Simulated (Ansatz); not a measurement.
The relaxed structure here is a generated cell of TiB2: the first start was made by placing the elements on the sites of a structure type, and the end was not matched to a known phase here, so it may be hypothetical. Known forms of TiB2 include space group No. 191.

One starting cell of TiB₂ (a generated cell, TiB2 built in the AFLOW prototype A2B_tI12_141_e_a (C5, as in TiO2)) was relaxed twice with Ansatz (plane waves, PAW, scalar-relativistic): with PBEsol at 420 eV and with PBE at 420 eV. The PBEsol result:

```
CELL_PARAMETERS angstrom
     -1.54317     1.54317     5.24293
      1.54317    -1.54317     5.24293
      1.54317     1.54317    -5.24293
ATOMIC_POSITIONS crystal
  B  0.41692 0.41692 0.00000
  B  0.33308 0.83308 0.50000
  B  0.58308 0.58308 0.00000
  B  0.16692 0.66692 0.50000
  Ti 0.75000 0.25000 0.50000
  Ti 0.00000 0.00000 0.00000
```

```tsv
quantity	PBEsol	PBE
space group	I4₁/amd	I4₁/amd
volume (Å³/atom)	8.32	8.50
a (Å)	3.086	3.111
c (Å)	10.486	10.541
gap (eV, no spin-orbit coupling)	0.00	0.00
```

Both levels end in the same structure; PBE's volume is 2.1 % larger. Neither column is exact.

No spin polarisation in the result.

The run could not lose the symmetry of its start; a randomly shaken copy of 12 atoms returns to this structure.

Ansatz is an electronic-structure program.
